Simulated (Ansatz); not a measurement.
**LaTl: pressure against volume, fitted**

```xyz
2
Lattice="3.9360 0.0000 0.0000 0.0000 3.9360 0.0000 0.0000 0.0000 3.9360" Properties=species:S:1:pos:R:3 pbc="T T T"
La    0.0000    0.0000    0.0000
Tl    1.9680    1.9680    1.9680
```

Atoms are numbered in the order listed.

The cell is COD entry 1523872, as deposited and not checked against the literature; nothing was relaxed.

No spin–orbit coupling, which matters for the heavy atoms here.

These are results of DFT, PBEsol, all-electron LAPW, scalar-relativistic (Ansatz 0.2.0), not measurements.

Numerical set-up: a Γ-centred 10×10×10 k mesh, Fermi–Dirac smearing of 0.05 eV, basis error target 0.25 meV/atom, no spin polarisation.

The cell is scaled evenly. Fractional coordinates are held (clamped ions).

| V (Å³/atom) | P (GPa) |
| --- | --- |
| 28.659 | 3.01 |
| 29.269 | 1.66 |
| 29.879 | 0.45 |
| 30.184 | -0.11 |
| 30.488 | -0.64 |
| 30.793 | -1.15 |
| 31.098 | -1.62 |
| 31.708 | -2.49 |

(1) Fit a third-order Birch–Murnaghan curve to the pressures.

(2) Predict the pressure at the withheld volume, 32.318 Å³/atom.

Answers

(1) P = (3B0/2)(y^(7/2) − y^(5/2))[1 + (3/4)(B0′ − 4)(y − 1)] with y = (V0/V)^(2/3) fits within 0.01 GPa for V0 = 30.121 Å³/atom, B0 = 54.3 GPa and B0′ = 4.36.

(2) There y = 0.9542, so the fit gives -3.28 GPa; the run gave -3.27 GPa.
